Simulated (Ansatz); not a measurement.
Does relaxation matter for the field gradients of TlAg₃Te₂?

Start: an entry of the Crystallography Open Database (COD).

Space group Cmmm (No. 65); a = 4.6000, b = 15.4500, c = 4.7600 Å.

| site | Wyckoff | site symmetry | x | y | z |
| --- | --- | --- | --- | --- | --- |
| Tl | 2a | mmm | 0.0000 | 0.0000 | 0.0000 |
| Ag2 | 2c | mmm | 0.5000 | 0.0000 | 0.5000 |
| Ag3 | 4i | m2m | 0.5000 | 0.1850 | 0.0000 |
| Te | 4j | m2m | 0.5000 | 0.3750 | 0.5000 |

One atom of each set is listed; the run and its k-mesh use a cell of 6 atoms with edges of 8.06, 8.06, 4.76 Å.

All values are calculated (Ansatz; DFT, PBE, plane waves and PAW, scalar-relativistic, 420 eV cutoff, Γ-centred 8×8×7 k-points, Fermi–Dirac smearing 0.05 eV), not measured.

The largest force at the start is 1.4 eV/Å. Relaxing the ions at fixed cell moves them by 0.394 Å at most (atom 5, Te) and 0.245 Å rms.

```
site  moved (Å)                                        first shell before                                    first shell after  V_zz before (10²¹ V/m²)  η before
  Tl      0.000                       4 Te at 3.06 Å, 8 Ag at 3.31–3.67 Å                  8 Ag at 3.31–3.79 Å, 4 Te at 3.33 Å                     21.0      0.54
 Ag2      0.000            4 Te at 3.00 Å, 4 Tl at 3.31 Å, 4 Ag at 3.72 Å       4 Te at 3.27 Å, 4 Tl at 3.31 Å, 4 Ag at 3.84 Å                     8.16      0.07
 Ag3      0.157  4 Ag at 3.05–3.72 Å, 6 Te at 3.44–3.78 Å, 2 Tl at 3.67 Å                           2 Ag at 2.86 Å, angle 107°                     1.71      0.01
  Te      0.394       8 Ag at 3.00–3.78 Å, 2 Tl at 3.06 Å, 1 Te at 3.86 Å  8 Ag at 3.27–3.38 Å, 2 Tl at 3.33 Å, 2 Te at 3.84 Å                   -17.56      0.03
```

(1) How do the gradients change?

## Answers

(1) 

```csv
site,V_zz after,η after,change of V_zz
Tl,-11.20,0.84,–
Ag2,6.24,0.03,-1.92
Ag3,1.90,0.06,+0.19
Te,-4.62,0.48,+12.94
```

The largest change of V_zz along a kept axis is on Te, from -17.56 to -4.62. In per cent, |V_zz| changes by -24 on Ag, -74 on Te (all sites that start above 2, bar those whose gradient vanishes or changes sign or whose main axis turns by over 40°). Where |V_zz| stays above 0.1 and the axes keep their order, η moves most on Te, from 0.03 to 0.48. On Tl the largest principal value lies along another axis in the second run, so the two V_zz can't be compared directly.

At this cell the principal stresses reach 5 GPa in size with PBE, which can matter for small gradients. The run finds no gap above 0.1 eV (a metal, or nearly one), so the gradients can move by 10 % or more with the k-mesh. Spin–orbit coupling is left out, which shifts gradients on Tl by a few per cent in wide-gap crystals, and can shift them far more where the calculated gap is small or absent, as here.
